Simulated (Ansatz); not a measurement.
**LiSnAu, first-principles data**

LiSnAu:
```
CELL_PARAMETERS angstrom
      4.68716     0.00000     0.00000
     -2.34358     4.05920     0.00000
      0.00000     0.00000     5.95727
ATOMIC_POSITIONS crystal
  Li 0.00000 0.00000 0.00000
  Li 0.00000 0.00000 0.50000
  Au 0.33333 0.66667 0.25000
  Au 0.66667 0.33333 0.75000
  Sn 0.66667 0.33333 0.25000
  Sn 0.33333 0.66667 0.75000
```

Space group P6_3/mmc (No. 194); conventional cell a = 4.687 Å, b = 4.687 Å, c = 5.957 Å, α = 90.00°, β = 90.00°, γ = 120.00°.

Method: PBEsol (plane waves, PAW; program Ansatz). Geometry: relaxed at this level of theory. Other levels are named where they apply.

Cell and energy:

* **Volume per atom**: 18.89 Å³
* **Density**: 9.45 g/cm³
* **Formation energy from the elements (no fitted shifts)**: -44 kJ/mol-atom

Electronic structure:

Electronic character: metallic (no gap)
Density of states at the Fermi level: 0.25 states/eV per atom (mean over ±0.08 eV)
Gap with spin–orbit coupling: none (metallic)

Mechanics:

Bulk modulus (Birch–Murnaghan fit): 71.3 GPa
Pressure derivative B′: 5.6

Charges:

Bader charges: Li +0.86, Au -1.17, Sn +0.30 e

The workflow started from an entry of the Crystallography Open Database (COD). Its standing as an ambient phase is unchecked. The PBEsol relaxation kept the symmetry of its start; whether a distortion lowers the energy is not shown. Axis ratios of metals converge slowly with the k-mesh, so a and c are less sure than the volume. The references are the lowest solids computed at this level, not always the standard phases. Spin–orbit coupling is left out wherever it is not named.

Potentials: the later of the program's two PAW sets.
